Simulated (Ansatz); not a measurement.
Pt3W:
```
CELL_PARAMETERS angstrom
     -1.93746     1.93746     3.99304
      1.93746    -1.93746     3.99304
      1.93746     1.93746    -3.99304
ATOMIC_POSITIONS crystal
  Pt 0.75000 0.25000 0.50000
  Pt 0.25000 0.75000 0.50000
  Pt 0.50000 0.50000 0.00000
  W  0.00000 0.00000 0.00000
```

Relaxed with PBEsol. Special points in fractions of this cell's reciprocal vectors: Γ (0.000, 0.000, 0.000); X (0.000, 0.000, 0.500); P (0.250, 0.250, 0.250); N (0.000, 0.500, 0.000); M (0.500, 0.500, -0.500); S (0.309, 0.691, -0.309); S0 (-0.309, 0.309, 0.309); R (-0.118, 0.118, 0.500); G (0.500, 0.500, -0.118).

Question: List the band energies nearest the Fermi level at these points for PBEsol in the plane-wave PAW code Ansatz.

Answer: In eV from the Fermi level; about four levels below and three above (degenerate sets whole), none deeper than 8.9 eV; points with the same levels are listed once.

| k | below | above |
|---|---|---|
| Γ | -2.74 -2.36 -1.54 -0.24 | 0.13 1.13 1.28 |
| X | -1.88 -1.03 -0.96 -0.69 | 0.69 1.23 1.30 |
| P | -2.84 -2.84 -2.75 -1.23 | 0.53 0.53 1.11 |
| N | -1.72 -0.99 -0.74 -0.47 | 0.17 1.40 1.80 |
| M | -1.53 -1.53 -1.32 -0.70 | 0.13 1.56 1.67 |
| S | -1.70 -1.30 -0.72 -0.26 | 0.44 1.79 2.04 |
| R | -1.77 -1.68 -1.65 -0.87 | 1.20 1.21 1.27 |

Space group I4/mmm. The first step of the workflow began from a Materials Project structure, measured or hypothetical; the Crystallography Open Database copy checked does not list it. Whether it is the stable phase at ambient conditions was not checked. Symmetry was held in the PBEsol relaxation; whether a distortion lowers the energy is not shown. No spin polarisation was allowed. Scalar-relativistic: spin–orbit coupling is off unless named, which matters more the heavier the elements.

Potentials: the later of the program's two PAW sets.
